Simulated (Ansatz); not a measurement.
Space group R-3m:H (No. 166). a = 6.132 Å, b = 6.132 Å, c = 11.896 Å, α = 90.00°, β = 90.00°, γ = 120.00°
| atom | site | symmetry | x | y | z |
| --- | --- | --- | --- | --- | --- |
| B | 18h | .m | 0.2301 | 0.4601 | 0.7850 |
| B | 18h | .m | 0.5163 | 0.4837 | 0.3054 |
| As | 6c | 3m | 0.3333 | 0.6667 | 0.2670 |

Equation of state of this B6As structure (not necessarily the ground state), with shape and atoms relaxed at each volume where symmetry leaves them free. Level of theory: DFT r2SCAN, scalar-relativistic, plane waves, PAW in Ansatz.

Plane waves to 500 eV, a k mesh through Γ of 6×6×6 on the computed 14-atom cell and Gaussian smearing (0.02 eV); no spin polarisation.

```tsv
V (Å³/atom)	E − E(largest V) (meV/atom)	P (GPa)	gap on mesh (eV)
8.117	49.02	30.65	2.92
8.394	4.34	21.31	2.94
8.670	-25.29	13.19	2.95
8.947	-41.84	6.14	2.92
9.224	-47.03	0.00	2.88
9.500	-42.33	-5.32	2.76
9.777	-29.07	-9.93	2.57
10.146	0.00	-15.14	2.32
```

Fit a third-order Birch–Murnaghan equation to E(V).

V0 = 9.22 Å³/atom, B0 = 190 GPa, B0' = 3.7.

The gaps are read on the mesh, which can miss the band edges, so they can be too wide.

Cost: 8 runs of about 12 core-minutes in all, on Oxide Virtual Turin-like Processor (Zen 5) (shared hosts).